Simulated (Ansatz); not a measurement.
Problem. Hf (hcp (Mg type), P6_3/mmc) is relaxed with LDA (plane waves, PAW; program Ansatz). What lattice parameters of the conventional cell result?

Solution. a = 3.121 Å, c = 4.939 Å.

Its a lies over 2 % below tabulated measurements.

The cell was relaxed with LDA under the symmetry of its start. The run is not spin-polarised. Axis ratios of metals converge slowly with the k-mesh, so a and c are less sure than the volume. Scalar-relativistic: spin–orbit coupling is off unless named, which matters more the heavier the elements.

Potentials: the earlier of the program's two PAW sets.
